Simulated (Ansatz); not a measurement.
Ga2O3:
```cif
data_Ga4O6
_chemical_formula_sum 'Ga4 O6'
_space_group_name_H-M_alt 'P 1'
_space_group_IT_number 1
_cell_length_a 4.82356
_cell_length_b 4.82356
_cell_length_c 7.19586
_cell_angle_alpha 90.000
_cell_angle_beta 90.000
_cell_angle_gamma 146.585
loop_
_space_group_symop_operation_xyz
  'x, y, z'
loop_
_atom_site_label
_atom_site_type_symbol
_atom_site_fract_x
_atom_site_fract_y
_atom_site_fract_z
_atom_site_occupancy
Ga1 Ga 0.24699 0.75301 0.25000 1
Ga2 Ga 0.75301 0.24699 0.75000 1
Ga3 Ga 0.00000 0.00000 0.50000 1
Ga4 Ga 0.00000 0.00000 0.00000 1
O1 O 0.36321 0.63679 0.92392 1
O2 O 0.63679 0.36321 0.07608 1
O3 O 0.63679 0.36321 0.42392 1
O4 O 0.36321 0.63679 0.57608 1
O5 O 0.10672 0.89328 0.75000 1
O6 O 0.89328 0.10672 0.25000 1
```

Relaxed with r²SCAN.

**Question.** Give the optical modes at the zone centre with their infrared and Raman activity from DFPT, the program Ansatz at the r²SCAN level (PAW).

**Answer.** Transverse frequencies, without the LO–TO term; a row sums one degenerate level.

```tsv
ω (cm⁻¹)	degeneracy	IR ((D/Å)²/amu)	Raman (Å⁴/amu)	activity	symmetry
66i	1	0.00	0	silent	Au
21i	1	31.57	0	IR	B1u
57	1	0.00	1.5	Raman	B1g
125	1	4.50	0	IR	B3u
152	1	0.00	7.6	Raman	B3g
186	1	19.61	0	IR	B1u
207	1	0.00	5.9	Raman	Ag
233	1	0.00	10	Raman	B2g
234	1	0.26	0	IR	B1u
239	1	5.85	0	IR	B2u
266	1	0.00	0.73	Raman	B3g
313	1	32.11	0	IR	B2u
316	1	0.00	3.1	Raman	B1g
319	1	0.00	0	silent	Au
357	1	57.51	0	IR	B3u
379	1	10.20	0	IR	B2u
389	1	8.92	0	IR	B1u
424	1	0.00	61	Raman	Ag
457	1	0.00	0.16	Raman	B1g
458	1	4.81	0	IR	B3u
528	1	0.00	1.9	Raman	Ag
535	1	0.00	1.1	Raman	B3g
549	1	9.25	0	IR	B2u
561	1	0.60	0	IR	B1u
628	1	0.00	2.0	Raman	B3g
642	1	1.61	0	IR	B2u
666	1	0.00	3.9	Raman	Ag
```

**Question.** How high does the top mode go among those that the LO–TO term moves?

**Answer.** 681 cm⁻¹ for q along x, 704 cm⁻¹ for q along y, 613 cm⁻¹ for q along z.

Space group Cmcm. The workflow started from a Materials Project entry (that database holds measured and hypothetical structures alike); the Crystallography Open Database copy checked does not list it. It is not the phase usual at ambient conditions (space group No. 12, 167). The r²SCAN relaxation kept the symmetry of its start. At this level the phase is dynamically unstable (imaginary phonons).

Potentials: the earlier of the program's two PAW sets. The files were generated under PBE; for other functionals the program regenerates the frozen cores, and for LDA and PBEsol the local potential too.
